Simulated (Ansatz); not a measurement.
Given:

Relaxed C (diamond):

```
C
1.0
    0.00000     3.57157     3.57157
    1.78578     0.00000     1.78578
    1.78578     1.78578     0.00000
C
4
Cartesian
  1.78578   1.78578   1.78578
  1.78578   3.57157   3.57157
  2.67868   2.67868   2.67868
  2.67868   4.46446   4.46446
```

Scan: atom 3 (C, nearest neighbour C at 1.547 Å; its periodic images, 2.5 Å or more away, move with it) is displaced along Cartesian [110], direction (0.707, 0.707, 0.000) in Cartesian axes, by s. The other atoms stay.

The numbers are results of PBE (plane waves to 420 eV, PAW, scalar-relativistic; Ansatz, a first-principles code), not measurements. k mesh 13×13×13 (Γ-centred), Fermi-Dirac smearing 0.05 eV. E stands for the smeared free energy. C was relaxed with its symmetry unable to fall. The zero of ΔE is the undisplaced structure.

The scan covers s from -0.150 to 0.150 Å in 11 points.

Question: Is the energy the same for equal positive and negative displacements?

Answer: Even: the same for both signs. With its periodic images moving along, the atom's site symmetry in this cell is 3m.

Question: What is the force constant k = d²E/ds² of this move at s = 0?

Answer: 37.4 eV/Å².

(A displaced cell: forces are minus the slopes of the energy, force constants its curvatures, and phonons follow from these.)
